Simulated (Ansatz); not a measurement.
Data:

ScPd3N:
```xyz
5
Lattice="4.2034 0.0000 0.0000 0.0000 4.2034 0.0000 0.0000 0.0000 4.2034" Properties=species:S:1:pos:R:3 pbc="T T T"
Sc     0.0000     0.0000     0.0000
Pd     0.0000     2.1017     2.1017
Pd     2.1017     0.0000     2.1017
Pd     2.1017     2.1017     0.0000
N      2.1017     2.1017     2.1017
```

This is the PBE-relaxed structure.

Task: All from the program Ansatz at the PBE level (PAW), unless another level is named. Give the electronic character.

Result: metallic (no gap).

Task: What about the formation energy from the elements (no fitted shifts)?

Result: -0.20 eV/atom.

Task: Give the density of states at the Fermi level.

Result: 0.35 states/eV per atom (mean over ±0.08 eV).

Task: Predict the gap with spin–orbit coupling.

Result: none (metallic).

Space group Pm-3m (anti-perovskite). The start of the workflow was typed in or built on a structure type; neither database checked (COD, Materials Project) lists it. Whether it is the stable phase at ambient conditions was not checked. The PBE relaxation kept the symmetry of its start; its stability against distortions is not shown here. The run is not spin-polarised. The references are the lowest solids computed at this level, not always the standard phases (solids in place of the gases). Spin–orbit coupling is left out wherever it is not named.

Potentials: the earlier of the program's two PAW sets.
